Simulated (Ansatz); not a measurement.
Relaxing a structure of SiNi$_{2}$

The start is a generated cell, SiNi2 built in the AFLOW prototype A2B_cP6_224_b_a (C3, as in Cu2O). A full variable-cell relaxation at zero pressure is run with PBEsol (plane waves to 420 eV, PAW, scalar-relativistic; Ansatz, a program for electronic structure). The first steps use a coarse 6×6×6 k-mesh.

Input geometry:
```yaml
crystal:
  lattice:
    - [4.01748, 0.00000, 0.00000]
    - [0.00000, 4.01748, 0.00000]
    - [0.00000, 0.00000, 4.01748]
  atoms:
    - { symbol: Ni, position: [0.75000, 0.75000, 0.75000] }
    - { symbol: Ni, position: [0.75000, 0.25000, 0.25000] }
    - { symbol: Ni, position: [0.25000, 0.75000, 0.25000] }
    - { symbol: Ni, position: [0.25000, 0.25000, 0.75000] }
    - { symbol: Si, position: [0.00000, 0.00000, 0.00000] }
    - { symbol: Si, position: [0.50000, 0.50000, 0.50000] }
```
Spin-polarised start, with parallel moments on Ni.

Outcome: The space group stays Pn-3m (No. 224) (the run could not lower it); the end is AFLOW prototype A2B_cP6_224_b_a (C3, as in Cu2O), with 6 atoms in the primitive cell
Energy released: about 1.8 eV/atom
Volume change: +69.8 %, from 10.81 to 18.35 Å³/atom
Shortest distances (start → end): The closest pairs of elements (up to four, under 3.6 Å), start → end: Ni–Si 1.74 → 2.08 Å; Ni–Ni 2.84 → 3.39 Å; Si–Si 3.48 → 4.15 Å
Band gap at the end: no gap (metallic)
Optimiser moves: 10

Final values are on a 10×10×10 k-mesh of the relaxed cell. The start holds a very short contact (Si–Ni 1.74 Å). No spin polarisation in the result: the starting moments vanished. A magnetic state may lie lower.

The run could not lose the symmetry of its start, so the end can be a saddle point.

All atoms sit on sites fixed by symmetry, so only the cell could relax.

The relaxed structure here is a generated cell of SiNi2: the first start was made by placing the elements on the sites of a structure type, and the end was not matched to a known phase here, so it may be hypothetical.
